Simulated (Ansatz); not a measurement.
## I: axial (c/a) deformation path

These are results of DFT LDA, scalar-relativistic, plane waves, PAW (Ansatz 0.2.0), not measurements. The runs took a 420 eV cutoff, a Γ-centred 18×18×18 mesh and Gaussian smearing (0.15 eV). No spin polarisation. Energies are free energies at this smearing, counted from the undisturbed cell; pressure is positive in compression.

Reference structure (as given, not relaxed at this level; it stands at -2.2 GPa; this form isn't the usual structure):

```
I
1.0
     0.00000    2.36560    3.90984
     2.19225    0.00000    3.90984
     2.19225    2.36560    0.00000
I
1
Direct
  0.00000 0.00000 0.00000
```

The cell holds layers and no dispersion correction was added, so their binding is poorly described.

At fixed volume and fractional coordinates, lengths along (0.000, 0.000, 1.000) are scaled against those across it; ρ is that ratio over its starting value. The cell is metallic on the mesh throughout.

ρ, ΔE (meV/atom) and a bar:
```
    0.850      127.2 ##############################
    0.920       47.2 ###########
    1.000        0.0
    1.100        4.3 #
    1.200       75.0 ##################
```